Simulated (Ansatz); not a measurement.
## Zone-centre phonons of HgPd at 8 GPa: input and output

These are results of DFT PBEsol, scalar-relativistic, plane waves, PAW in Ansatz, not measurements.

Launched with:
```bash
ansatz run input.yaml --threads 1 --pin off --max-ram 3072MiB --backend cpu --events-out ev --progress --plain --runs-dir out
```

Input (bare energies are in eV):
```yaml
crystal:
  lattice:
    - [2.9730917874, 0.0, 0.0]
    - [0.0, 2.9730917874, 0.0]
    - [0.0, 0.0, 3.6585591543]
  atoms:
    - { symbol: Hg, position: [0.0, 0.0, 0.0] }
    - { symbol: Pd, position: [0.5, 0.5, 0.5] }
basis:
  ecutwfc: 420
kpoints:
  mp_grid: { grid: [14, 14, 12] }
hamiltonian:
  xc: pbesol
scf:
  occupations: { method: fermi_dirac, width: 0.15 }
output:
  eigenvalues: true
phonons:
  method: dfpt
  eigenvectors: true
```

Results section of the output:
```
--- Phonons (Γ-DFPT): 4 representative perturbations + reference, on 448 of 2352 k-points (Σ response iterations 14) ---
  k mesh reduced under 8 symmetry operations, with k and −k counted as one. Each operation leaves every solved displacement unchanged or reverses it
  ASR residual: 4.145e-4 → 0.000e0 eV/Å²; symmetrization residual: 1.521e-5 eV/Å²
  ASR residual per site (eV/Å²): 1.01e-4 4.15e-4
  Γ frequencies (cm⁻¹): 0.00 0.00 0.00 143.97 143.97 189.57
  non-analytic LO–TO correction: not included (Born effective charges unavailable; polar crystals: no LO–TO splitting at Γ)
```

The run took 2.2 min on 1 thread of Arm Neoverse V1 (shared host), peak memory 1.1 GiB.

In a metal, frequencies and elastic constants depend on the k mesh and the smearing, soft modes and shear constants most. Spin–orbit coupling is left out, which can shift energies with elements as heavy as these. Other phases may be more stable at this pressure.